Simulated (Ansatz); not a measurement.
The following input was run with Ansatz 0.2.0.

```yaml
crystal:
  lattice:
    - [0.0, 2.9679283527, 2.9679283527]
    - [2.9679283527, 0.0, 2.9679283527]
    - [2.9679283527, 2.9679283527, 0.0]
  atoms:
    - { symbol: Pb, position: [0.0, 0.0, 0.0] }
    - { symbol: S, position: [0.5, 0.5, 0.5] }
basis:
  ecutwfc: 420
kpoints:
  mp_grid: { grid: [10, 10, 10] }
  band_path:
    path:
      - [[0.0, 0.0, 0.0], [0.5, 0.0, 0.5], [0.625, 0.25, 0.625]]
      - [[0.375, 0.375, 0.75], [0.0, 0.0, 0.0], [0.5, 0.5, 0.5], [0.5, 0.25, 0.75], [0.5, 0.0, 0.5]]
    npoints: 10
hamiltonian:
  xc: pbe
  dispersion: d3bj
scf:
  occupations: { method: gaussian, width: 0.02 }
output:
  forces: true
  stress: true
  eigenvalues: true
  populations: true
  dos: { projected: true, de: 0.02 }
  bader: false
  write_density: true
  write_potential: true
  elf: true
  volumetric_format: npy
magnetization:
  noncollinear: true
  spin_orbit: true
```

Launched with
```bash
ansatz run input.yaml --threads 1 --pin off --max-ram 2560MiB --backend cpu --events-out ev --progress --plain --runs-dir out
```

Level of theory: Ansatz 0.2.0, DFT PBE+D3(BJ), spin-orbit coupling, plane waves, PAW.

Part of what the program printed, abridged (final results; tables in files aren't shown):

```
SCF 1 converged in 6 iterations: F = -12848.729266 eV  dr2 = 1.76e-8
SCF converged after 6 iterations
Magnetization: |M| = 0.0000 μB, M = (+0.0000, +0.0000, +0.0000) μB
Absolute magnetization: 0.0000 μB (∫|m|)
  site 0: m = (+0.0000, +0.0000, +0.0000) μB, |m| = 0.0000 μB  (R = 1.22 Å)
  site 1: m = (+0.0000, +0.0000, +0.0000) μB, |m| = 0.0000 μB  (R = 1.22 Å)
Free energy (F): -12848.729266 eV
Harris-Foulkes:  -12848.729266 eV  (|F-HF|=4.14e-8)
Internal energy: -12848.729265 eV  (E = F + TS)
E sigma→0 (E₀):  -12848.729266 eV
Entropy (-TS):   -0.000001 eV (-0.001 meV/atom)
Fermi energy:    8.348100 eV
--- Per-component energies (eV) ---
  E_band       = -55.117985
  E_kinetic    = 394.177029
  E_local      = -1223.376626  (includes V_loc(G=0)·N_el)
  E_nonlocal   = 379.228742
  E_hartree    = 475.804932
  E_xc         = -318.429767
  E_vxc        = -220.472624  (∫ρ·V_xc dr)
  E_paw        = -11043.194932  (= ΣΔE_a)
  E_vpaw       = -336.284471  (= ΣTr[D̂ρ^β])
  E_aug_tail   = 0.000051  (compensation charges beyond the density's cutoff)
  E_ewald      = -1512.245654
  E_disp       = -0.693041  (pairwise vdW)
  E_smearing   = -0.000001  (= −TS)
--- Forces (eV/Å), atoms counted from 1 ---
  atom   1  Pb     0.00000000     0.00000000     0.00000000
  atom   2  S      0.00000000     0.00000000     0.00000000
--- Stress (GPa, compression-positive) ---
       -0.488698       0.000000       0.000000
        0.000000      -0.488698       0.000000
        0.000000       0.000000      -0.488698
  P = ⅓ Tr σ = -0.4887 GPa (-4.887 kbar)
--- Band table (eV; the first three rows and the last of 47) ---
  k-point 0: bands = ["-9.8197", "-9.8197", "-9.8197", "-9.8197", "-7.2620", "-7.2620", "-7.2529", "-7.2529", "-7.2529", "-7.2529", "-5.2165", "-5.2165", "2.4040", "2.4040", "5.9089", "5.9089", "6.2709", "6.2709", "6.2709", "6.2709", "11.8339", "11.8339", "14.3480", "14.3480", "14.3480", "14.3480", "15.0698", "15.0698"]
  k-point 1: bands = ["-9.8200", "-9.8200", "-9.8183", "-9.8183", "-7.2599", "-7.2599", "-7.2553", "-7.2553", "-7.2509", "-7.2509", "-5.1329", "-5.1329", "2.1009", "2.1009", "5.9947", "5.9947", "6.2924", "6.2924", "6.4527", "6.4527", "11.4149", "11.4149", "13.3755", "13.3755", "13.6828", "13.6828", "15.0876", "15.0876"]
  k-point 2: bands = ["-9.8206", "-9.8206", "-9.8145", "-9.8145", "-7.2643", "-7.2643", "-7.2514", "-7.2514", "-7.2455", "-7.2455", "-4.8939", "-4.8939", "1.3928", "1.3928", "6.1364", "6.1364", "6.3551", "6.3551", "6.9185", "6.9185", "10.5301", "10.5301", "12.0667", "12.0667", "12.6378", "12.6378", "15.1168", "15.1168"]
  k-point 46: bands = ["-9.8273", "-9.8273", "-9.8106", "-9.8106", "-7.3405", "-7.3405", "-7.2490", "-7.2490", "-7.2185", "-7.2185", "-3.5344", "-3.5344", "0.6037", "0.6037", "3.6159", "3.6159", "4.2328", "4.2328", "6.9995", "6.9995", "10.6861", "10.6861", "12.7880", "12.7880", "13.3219", "13.3219", "15.6865", "15.6865"]
--- Löwdin populations: 2 sites ---
  site symbol q [e]
     0     Pb     13.5111
     1      S      6.4302
  spilling = 0.002934 (of n_electrons = 20.000000)
```

Self-consistency was reached.

It took 26 s on 1 thread of Arm Neoverse V2, on a shared host, peak memory 0.45 GiB.